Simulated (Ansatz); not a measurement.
Every step of a relaxation of Se (hcp type)

DFT, LDA, PAW with Ansatz's default frozen-core files, scalar-relativistic (Ansatz 0.2.0); a Γ-centred 16×16×9 k mesh, Fermi–Dirac smearing of 0.05 eV, no spin polarisation. The run relaxes cell and atoms at a target pressure of 72 GPa.

Command: `ansatz run input.yaml --threads 1 --pin off --max-ram 3584MiB --backend cpu --events-out ev --progress --plain --runs-dir out` It took 56 s on 1 thread of Arm Neoverse V2, on a shared host, peak memory 0.33 GiB.

```yaml
crystal:
  lattice:
    - [2.6600594057, 0.0, 0.0]
    - [-1.3300297029, 2.3036790209, 0.0]
    - [0.0, 0.0, 4.3092962372]
  atoms:
    - { symbol: Se, position: [0.3333333333, 0.6666666667, 0.25] }
    - { symbol: Se, position: [0.6666666667, 0.3333333333, 0.75] }
kpoints:
  mp_grid: { grid: [16, 16, 9] }
scf:
  occupations: { method: fermi_dirac, width: 0.05 }
hamiltonian:
  xc: lda
  pseudopotentials: { kind: paw }
output:
  forces: true
  stress: true
  eigenvalues: true
  write_density: true
  write_potential: true
  elf: true
  volumetric_format: npy
relax:
  f_tol: 0.005
  max_steps: 40
  cell: { p_target: 72.0, stress_tol: 0.036 }
```

Each step lists its enthalpy F + pV a cell above the last geometry, the pressure, the cell vectors (Å), and Cartesian positions (Å) with forces (eV/Å).

The first step:

```
step 1  dH = 124.69 meV  P = 70.5 GPa
  cell 2.6601 0.0000 0.0000  -1.3300 2.3037 0.0000  0.0000 0.0000 4.3093
  Se 0.0000 1.5358 1.0773   0.0000 0.0000 0.0000
  Se 1.3300 0.7679 3.2320   0.0000 0.0000 0.0000
```

The PAW files were made under PBE.

The symmetry of the start is kept and no stability test is made, so the end need not be the stable phase.

Question: Where does the relaxation end, and by which steps?

Answer: After 12 geometries, with conventional a, b, c = 2.784, 2.784, 3.946 Å, at 13.242 Å³/atom (+0.29 % against the start) in space group P6_3/mmc, with a shortest distance of 2.545 Å. The further steps:
```
step 2  dH = 71.04 meV  P = 73.5 GPa
  cell 2.6905 0.0000 0.0000  -1.3453 2.3301 0.0000  0.0000 0.0000 4.1785
  Se 0.0000 1.5534 1.0446   0.0000 0.0000 0.0000
  Se 1.3453 0.7767 3.1338   0.0000 0.0000 0.0000
step 3  dH = 40.87 meV  P = 59.6 GPa
  cell 2.8222 0.0000 0.0000  -1.4111 2.4441 0.0000  0.0000 0.0000 3.9881
  Se 0.0000 1.6294 0.9970   0.0000 0.0000 0.0000
  Se 1.4111 0.8147 2.9911   0.0000 0.0000 0.0000
step 4  dH = 22.59 meV  P = 81.4 GPa
  cell 2.8200 0.0000 0.0000  -1.4100 2.4422 0.0000  0.0000 0.0000 3.7816
  Se 0.0000 1.6281 0.9454   0.0000 0.0000 0.0000
  Se 1.4100 0.8141 2.8362   0.0000 0.0000 0.0000
step 5  dH = 0.43 meV  P = 71.6 GPa
  cell 2.7972 0.0000 0.0000  -1.3986 2.4225 0.0000  0.0000 0.0000 3.9187
  Se 0.0000 1.6150 0.9797   0.0000 0.0000 0.0000
  Se 1.3986 0.8075 2.9390   0.0000 0.0000 0.0000
step 6  dH = 0.34 meV  P = 71.9 GPa
  cell 2.7948 0.0000 0.0000  -1.3974 2.4203 0.0000  0.0000 0.0000 3.9209
  Se 0.0000 1.6136 0.9802   0.0000 0.0000 0.0000
  Se 1.3974 0.8068 2.9406   0.0000 0.0000 0.0000
step 7  dH = 0.15 meV  P = 72.5 GPa
  cell 2.7869 0.0000 0.0000  -1.3934 2.4135 0.0000  0.0000 0.0000 3.9339
  Se 0.0000 1.6090 0.9835   0.0000 0.0000 0.0000
  Se 1.3934 0.8045 2.9504   0.0000 0.0000 0.0000
step 8  dH = 2.61 meV  P = 72.0 GPa  (not accepted)
  cell 2.7662 0.0000 0.0000  -1.3831 2.3956 0.0000  0.0000 0.0000 3.9901
  Se 0.0000 1.5971 0.9975   0.0000 0.0000 0.0000
  Se 1.3831 0.7985 2.9926   0.0000 0.0000 0.0000
step 9  dH = 1.19 meV  P = 69.9 GPa  (not accepted)
  cell 2.7927 0.0000 0.0000  -1.3963 2.4185 0.0000  0.0000 0.0000 3.9463
  Se 0.0000 1.6123 0.9866   0.0000 0.0000 0.0000
  Se 1.3963 0.8062 2.9598   0.0000 0.0000 0.0000
step 10  dH = 0.04 meV  P = 72.0 GPa
  cell 2.7864 0.0000 0.0000  -1.3932 2.4131 0.0000  0.0000 0.0000 3.9400
  Se 0.0000 1.6087 0.9850   0.0000 0.0000 0.0000
  Se 1.3932 0.8044 2.9550   0.0000 0.0000 0.0000
step 11  dH = 0.00 meV  P = 72.0 GPa
  cell 2.7830 0.0000 0.0000  -1.3915 2.4102 0.0000  0.0000 0.0000 3.9479
  Se 0.0000 1.6068 0.9870   0.0000 0.0000 0.0000
  Se 1.3915 0.8034 2.9609   0.0000 0.0000 0.0000
step 12  dH = 0.00 meV  P = 72.0 GPa
  cell 2.7838 0.0000 0.0000  -1.3919 2.4109 0.0000  0.0000 0.0000 3.9461
  Se 0.0000 1.6072 0.9865   0.0000 0.0000 0.0000
  Se 1.3919 0.8036 2.9596   0.0000 0.0000 0.0000
step 13  dH = -0.08 meV  P = 72.0 GPa  (same geometry on a basis chosen anew; earlier energies don't compare to the last digit)
  cell 2.7838 0.0000 0.0000  -1.3919 2.4109 0.0000  0.0000 0.0000 3.9461
  Se 0.0000 1.6072 0.9865   0.0000 0.0000 0.0000
  Se 1.3919 0.8036 2.9596   0.0000 0.0000 0.0000
```
